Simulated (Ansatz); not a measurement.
**Stiffness of Ta from strained cells**

```yaml
crystal:
  lattice:
    - [0.00000, 2.11000, 2.11000]
    - [2.11000, 0.00000, 2.11000]
    - [2.11000, 2.11000, 0.00000]
  atoms:
    - { symbol: Ta, position: [0.00000, 0.00000, 0.00000] }
```

The geometry is COD entry 1534932, unchecked; take it as a test cell.

Spin–orbit coupling is left out, though it moves levels of the heavy atoms by tenths of an eV or more.

Theory: DFT, PBEsol, all-electron LAPW, scalar-relativistic (Ansatz 0.2.0).

Sampling and basis: a Γ-centred 15×15×15 k mesh, Fermi–Dirac smearing of 0.08 eV, basis error target 0.5 meV/atom, no spin polarisation.

The unstrained cell is at -5.83 GPa. Large strains and very small stresses are left out. Each strain is applied once, with fractional coordinates held (clamped ions), and σ below is the change of stress, positive in tension. One finite strain gives stress–strain coefficients at this pressure with an error of the order of the strain times third-order constants, a few per cent for each per cent of strain. In a metal the k mesh adds noise of tens of per cent to soft shears.

**Question.** With equal xy, yz and zx engineering shear strains of -1 %, the run gives σxy = -0.47 GPa and γxy = 2εxy = -0.0100. Which stiffness follows?

**Answer.** C44 (clamped ions) = σxy/γxy = 47 GPa.

**Question.** With equal xy, yz and zx engineering shear strains of +1 %, the run gives σxy = 0.36 GPa and γxy = 2εxy = 0.0100. Which stiffness follows?

**Answer.** C44 (clamped ions) = σxy/γxy = 36 GPa.

**Question.** The two estimates of C44 (clamped ions) differ. Why, and which value is best?

**Answer.** Finite strains add third-order terms, and in a metal the k mesh adds noise; two strains on one mesh can't tell these apart, so neither value is shown to be the better.
